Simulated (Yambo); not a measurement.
Yambo input for a free-standing SnS₂ monolayer (symmetry P-3m1, slab cell 15.9 Å high) under biaxial strain of -3 % in the plane (a = 3.538 Å, b = 3.538 Å, c = 15.900 Å, α = 90.00°, β = 90.00°, γ = 120.00°), on PBE (stringent potentials; pw.x of Quantum ESPRESSO, ONCV potentials, without SOC) wavefunctions on a 24×24×1 mesh:

```
rim_cut
optics
chi
dipoles
kernel
RandQpts= 1000000
RandGvec= 2 Ry
CUTGeo= "slab z"
FFTGvecs= 30 Ry
Chimod= "HARTREE"
NGsBlkXd= 2 Ry
% QpntsRXd
 1 | 1 |
%
% BndsRnXd
 5 | 50 |
%
GrFnTpXd= "R"
% EnRngeXd
 0.0 | 20.0 | eV
%
% DmRngeXd
 0.2 | 0.2 | eV
%
CGrdSpXd= 50
ETStpsXd= 161
% LongDrXd
 1.0 | 0.0 | 0.0 |
%
```

First lines of the file o-*.alpha_q1_inv_rpa_dyson:

```
Polarizability  ( -<<X>> ) @ Q(1):   1.00000000     0.00000000     0.00000000    [q->0 direction]
#
# Polarizability units: length
#
# [ X ] Hartree size     :   69
# [GEN] GF Energies     : Perdew, Burke & Ernzerhof(X)+Perdew, Burke & Ernzerhof(C)
# [GEN] Green`s Function     : Retarded
#
# [GEN] Gauge     : Length
# [GEN] [r,Vnl] included     : yes
#
#    E[1] [eV]     Im(alpha)     Re(alpha)     Im(alpha_o)     Re(alpha_o)
#
     0.000000     -0.633475E-8     6.028869     -0.36136E-17     6.849777
     0.125000     0.013079     6.032908     0.014801     6.854348
     0.250000     0.026326     6.045073     0.029786     6.868118
     0.375000     0.039914     6.065517     0.045147     6.891254
     0.500000     0.054037     6.094500     0.061094     6.924042
     0.625000     0.068912     6.132404     0.077866     6.966900
     0.750000     0.084802     6.179750     0.095748     7.020402
     0.875000     0.102033     6.237226     0.115093     7.085300
     1.000000     0.121033     6.305730     0.136357     7.162573
     1.125000     0.142381     6.386425     0.160160     7.253488
     1.250000     0.166918     6.480830     0.187390     7.359689
     1.375000     0.195942     6.590942     0.219406     7.483333
     1.500000     0.231628     6.719388     0.258466     7.627243
     1.625000     0.278003     6.869458     0.308708     7.794961
     1.750000     0.343103     7.044008     0.378330     7.989673
     1.875000     0.440767     7.239037     0.481435     8.207836
     2.000000     0.577176     7.434196     0.624759     8.429718
     2.125000     0.731353     7.616722     0.788429     8.643069
     2.250000     0.890160     7.811139     0.960930     8.872428
     2.375000     1.090227     8.013013     1.180885     9.111730
     2.500000     1.288974     8.198250     1.404635     9.333895
     2.625000     1.484452     8.414112     1.627210     9.587345
     2.750000     1.707770     8.700345     1.881109     9.914808
     2.875000     2.030020     9.003272     2.239270     10.26115
     3.000000     2.392248     9.344880     2.642377     10.65385
     3.125000     2.938506     9.730550     3.248090     11.09362
     3.250000     3.701843     9.946064     4.082861     11.34518
     3.375000     4.373547     9.907850     4.790869     11.34090
     3.500000     4.872932     9.976130     5.339708     11.52327
     3.625000     5.588431     10.26851     6.202135     11.95237
     3.750000     6.739208     10.42874     7.618859     12.22392
```
(The file goes on to the top of the energy range; α is in bohr.) Convergence of the RPA response with its 24×24×1 mesh was not tested.

Geometry strained from the cell relaxed with PBEsol, atoms relaxed again.
